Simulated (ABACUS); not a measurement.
A self-consistent single point of C (P6_3/mmc, 4 atoms in the cell; from Materials Project mp-48) with ABACUS.

Level of theory: PBE, numerical atomic orbitals DZP (confined pseudo-atomic orbitals; energy shift 0.01 Ry), PseudoDojo 0.5 standard norm-conserving PBE (tails mended) pseudopotentials (ABACUS 3.10.1).

```
CELL_PARAMETERS angstrom
      2.46729     0.00000     0.00000
     -1.23365     2.13674     0.00000
      0.00000     0.00000     7.80307
ATOMIC_POSITIONS crystal
  C  0.00000 0.00000 0.25000
  C  0.00000 0.00000 0.75000
  C  0.33333 0.66667 0.25000
  C  0.66667 0.33333 0.75000
```

Reference input (self-consistent single point, DFT, PBE, numerical atomic orbitals DZP (confined pseudo-atomic orbitals; energy shift 0.01 Ry), PseudoDojo 0.5 standard norm-conserving PBE (tails mended) pseudopotentials): basis = DZP numerical atomic orbitals, energy shift 0.01 Ry; KPT = Gamma 10 10 3 0 0 0; basis_type = lcao; dft_functional = PBE; ecutwfc = 100 Ry; smearing_method = gaussian; smearing_sigma = 0.0199916 Ry; potentials = PseudoDojo 0.5 standard norm-conserving PBE (tails mended); symmetry = 1; symmetry_prec = 1e-05; ks_solver = genelpa; scf_nmax = 100. This run's input differs from it in these lines:

```diff
@@ -7,3 +7,3 @@
 dft_functional       PBE
-ecutwfc              100.0
+ecutwfc              20.0
 symmetry             1
```

Output, abridged:

```
 SELF-CONSISTENT
 -------------------------------------------

                  longest orb rcut (Bohr) = 5.5
   longest nonlocal projector rcut (Bohr) = 1.3
                     search radius (Bohr) = 13.6

                          real space grid = [ 15, 15, 45 ]
                                 init_chg = atomic

 LCAO ALGORITHM --------------- ION=   1  ELEC=   1--------------------------------

 Density error is 0.156140599933
 E_KohnSham     -48.1449711481       -655.0459376601
 E_Fermi        0.2742762186         3.7317193988

 LCAO ALGORITHM --------------- ION=   1  ELEC=   2--------------------------------

   [... lines left out ...]
 E_Fermi        0.3314835962         4.5100657016

   [... 6 blocks of this kind left out ...]

 LCAO ALGORITHM --------------- ION=   1  ELEC=   9--------------------------------

 Density error is 2.43857707675e-07
 E_KohnSham     -48.1103833018       -654.5753458683
 E_Fermi        0.4057685759         5.5207647011

 LCAO ALGORITHM --------------- ION=   1  ELEC=  10--------------------------------

 Density error is 2.20456950231e-08
 E_KohnSham     -48.1103833020       -654.5753458710
 E_KS(sigma->0) -48.1103832878       -654.5753456775
 E_entropy(-TS) -0.0000000284        -0.0000003871
 E_Fermi        0.4057685069         5.5207637628
 charge density convergence is achieved
 final etot is -654.57534587 eV
 EFERMI = 5.5207637628 eV

 STATE ENERGY(eV) AND OCCUPATIONS    NSPIN == 1
   [... 15 lines left out ...]

 TOTAL-FORCE (eV/Angstrom)
                        C1         0.0000000000         0.0000000000         0.0000000000
                        C2         0.0000000000         0.0000000000         0.0000000000
                        C3         0.0000000000         0.0000000000         0.0000000000
                        C4         0.0000000000         0.0000000000         0.0000000000

 TOTAL-STRESS (KBAR)
       118.9986283871        -0.0000000000         0.0000000000
         0.0000000000       118.9986081716         0.0000000000
        -0.0000000000         0.0000000000       -16.7787812950
 TOTAL-PRESSURE: 73.739485 KBAR

 --------------------------------------------
 !FINAL_ETOT_IS -654.5753458710183850 eV
 --------------------------------------------
```

The run converged in 10 iterations. Against the reference run the free energy drops by 5.3 meV/atom and the pressure goes from 7.10 to 7.37 GPa.

The atom-centred basis is finite, which shifts total energies and pressures against plane waves. This run is one point of a test of settings, so its values need not be converged; read them against the reference run alone. The structure comes from a collection of computed structures, made at another level of theory; the collection holds predicted forms beside known ones.

The atomic orbitals were generated for these runs; they are not ABACUS's published sets and were checked against plane waves on a few crystals only.

“Tails mended”: in these copies of the files the far tail of each local potential was reset to the Coulomb form.
